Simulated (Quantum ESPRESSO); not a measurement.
**Kohn-Sham bands of TaS2 (R3m)**

```
CELL_PARAMETERS angstrom
     -1.66882     2.89047     0.00000
     -3.33763     0.00000     0.00000
     -1.66882     0.96349     6.32841
ATOMIC_POSITIONS crystal
  Ta 0.83325 0.83325 0.50025
  S  0.41820 0.41820 0.74541
  S  0.58156 0.58156 0.25533
```

Cell from Materials Project (mp-10014), symmetrised, no further relaxation. Not found in the COD (Crystallography Open Database) copy used, which has the formula in other groups; not checked further. Level: PBEsol, spinors with spin-orbit coupling; pw.x of Quantum ESPRESSO at 47 Ry with PseudoDojo potentials, 8×8×8 k-points, Wannier90. Density: 10×10×10 mesh, cold smearing 0.01 Ry. The cell is built of weakly bound layers, chains or molecules. Database cells relaxed without dispersion often hold them too far apart, which can enlarge gaps and weakens couplings between them; spacing and stacking were not compared with the measured crystal.

Energies are relative to the Fermi level; weights are on the orthonormalised atomic waves of the pseudopotential files, averaged over the group. 25 electrons a cell are treated as valence.

```csv
bands,from (eV),to (eV),filling,weight on atomic waves
1–2,-67.76,-67.75,filled,___
3–4,-40.71,-40.64,filled,___
5–8,-32.12,-31.83,filled,___
9–12,-14.12,-11.83,filled,___
13–26,-6.01,1.56,partly filled,___
```

**Question.** Which atomic shells make up each group?

**Answer.** 
- 1–2, weight on atomic waves: Ta 5s 98 %
- 3–4, weight on atomic waves: Ta 5p 99 %
- 5–8, weight on atomic waves: Ta 5p 98 %
- 9–12, weight on atomic waves: S 3s 78 %, Ta 5d 11 %, Ta 6s 8 %
- 13–26, weight on atomic waves: S 3p 63 %, Ta 5d 30 %

No gap over 0.05 eV opens at the Fermi level at this level of theory.
